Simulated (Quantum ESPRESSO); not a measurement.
# Band energies of InBi

```
CELL_PARAMETERS angstrom
      0.00000     3.38354     3.38354
      3.38354     0.00000     3.38354
      3.38354     3.38354     0.00000
ATOMIC_POSITIONS crystal
  In 0.00000 0.00000 0.00000
  Bi 0.75000 0.75000 0.75000
```

PBEsol (pw.x of Quantum ESPRESSO, ONCV potentials, scalar-relativistic); path ΓXWKΓLUWLK,UX; energies in eV from the Fermi level.

```
k (1/Å)  point  band 10  band 11  band 12  band 13  band 14  band 15  band 16  band 17
-------  -----  -------  -------  -------  -------  -------  -------  -------  -------
0.00         Γ   -14.49   -11.51    -1.91     0.07     0.07     0.07     2.90     2.90
0.46             -14.49   -10.99    -4.16    -1.24    -1.24     1.48     1.92     5.05
0.93         X   -14.49   -10.30    -5.67    -2.01    -2.01     1.14     1.26     7.52
1.04             -14.49   -10.30    -5.65    -2.11    -2.08     1.34     1.48     6.97
1.39         W   -14.49   -10.28    -5.57    -2.56    -2.41     3.19     3.41     3.94
1.56             -14.49   -10.30    -5.57    -2.71    -2.04     2.09     3.42     4.81
1.72         K   -14.49   -10.32    -5.56    -2.78    -1.69     1.39     3.41     5.56
2.11             -14.49   -10.77    -4.79    -2.22    -0.74     1.42     3.89     4.05
2.51             -14.49   -11.41    -2.65    -0.37    -0.01     0.47     2.86     3.02
2.71         Γ   -14.49   -11.51    -1.91     0.07     0.07     0.07     2.90     2.90
3.01             -14.49   -11.28    -3.34    -0.30    -0.30     0.29     3.39     3.39
3.41             -14.49   -10.67    -5.33    -0.84    -0.84    -0.13     3.75     3.75
3.51         L   -14.49   -10.63    -5.43    -0.86    -0.86    -0.16     3.75     3.75
3.96             -14.49   -10.37    -5.50    -2.78    -1.54     1.46     3.94     5.03
4.08         U   -14.49   -10.32    -5.56    -2.78    -1.69     1.39     3.41     5.56
4.41         W   -14.49   -10.28    -5.57    -2.56    -2.41     3.19     3.41     3.94
4.88             -14.49   -10.57    -5.42    -1.82    -1.06     0.90     3.46     4.17
5.06         L   -14.49   -10.63    -5.43    -0.86    -0.86    -0.16     3.75     3.75
5.23             -14.49   -10.58    -5.42    -1.69    -1.00     0.72     3.52     4.05
5.63         K   -14.49   -10.32    -5.56    -2.78    -1.69     1.39     3.41     5.56
5.63         U   -14.49   -10.32    -5.56    -2.78    -1.69     1.39     3.41     5.56
5.96         X   -14.49   -10.30    -5.67    -2.01    -2.01     1.14     1.26     7.52
```

A metal at this level: along this path bands 13, 14, 15 cross the Fermi level.

Spin-orbit coupling is left out; for elements this heavy it splits bands near the Fermi level.

Geometry of the Materials Project entry, not relaxed at this level.

The structure is a Materials Project entry; no match was found in the copy of COD used, and its stability was not checked.
